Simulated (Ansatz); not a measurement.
BN:
```cif
data_B4N4
_chemical_formula_sum 'N4 B4'
_space_group_name_H-M_alt 'Fm-3m'
_space_group_IT_number 225
_space_group_name_Hall '-F 4 2 3'
_cell_length_a 3.49170
_cell_length_b 3.49170
_cell_length_c 3.49170
_cell_angle_alpha 90.000
_cell_angle_beta 90.000
_cell_angle_gamma 90.000
loop_
_atom_site_label
_atom_site_type_symbol
_atom_site_symmetry_multiplicity
_atom_site_Wyckoff_symbol
_atom_site_fract_x
_atom_site_fract_y
_atom_site_fract_z
_atom_site_occupancy
N1 N 4 a 0.00000 0.00000 0.00000 1
B1 B 4 b 0.50000 0.50000 0.50000 1
```
(The calculation used a cell of 2 atoms; values per cell refer to that cell.)

Relaxed with r²SCAN.

### Question
Give the optical modes at the zone centre with their infrared and Raman activity from DFPT, r²SCAN in the plane-wave PAW code Ansatz.

### Answer
Transverse frequencies, without the LO–TO term; a row sums one degenerate level.

```tsv
ω (cm⁻¹)	degeneracy	IR ((D/Å)²/amu)	Raman (Å⁴/amu)	activity	symmetry
735i	3	171.53	0	IR	T1u
```

### Question
How high does the top mode go among those that the LO–TO term moves?

### Answer
940 cm⁻¹ for q along x.

The cell is a constructed one: a structure type filled with these elements; neither database checked (COD, Materials Project) lists it. It is not the phase usual at ambient conditions (space group No. 186, 194, 216). Symmetry was held in the r²SCAN relaxation. At this level the phase is dynamically unstable (imaginary phonons).

Potentials: the later of the program's two PAW sets.
